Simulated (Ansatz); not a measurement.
Relaxed-ion elastic tensor of Si in space group Fd-3m (No. 227; Si on 32e) in GPa (Voigt order), DFT-r²SCAN in the program Ansatz with PAW potentials; density 0.92 g/cm³, 50.96 Å³ per atom.

```
28.1  31.3  31.3   0.0   0.0   0.0
31.3  28.1  31.3   0.0   0.0   0.0
31.3  31.3  28.1   0.0   0.0   0.0
 0.0   0.0   0.0   7.0   0.0   0.0
 0.0   0.0   0.0   0.0   7.0   0.0
 0.0   0.0   0.0   0.0   0.0   7.0
```

Task: Is the crystal mechanically stable?

Result: No: the smallest eigenvalue of C is -3.2 GPa.

The start of the workflow was typed in or built on a structure type. Its sites differ from those of the usual phase in this space group: another stacking or structure type. The r²SCAN relaxation kept the symmetry of its start. At this level the phase is mechanically unstable. The volume moved by 40 % from the start of the relaxation.

Potentials: the later of the program's two PAW sets.
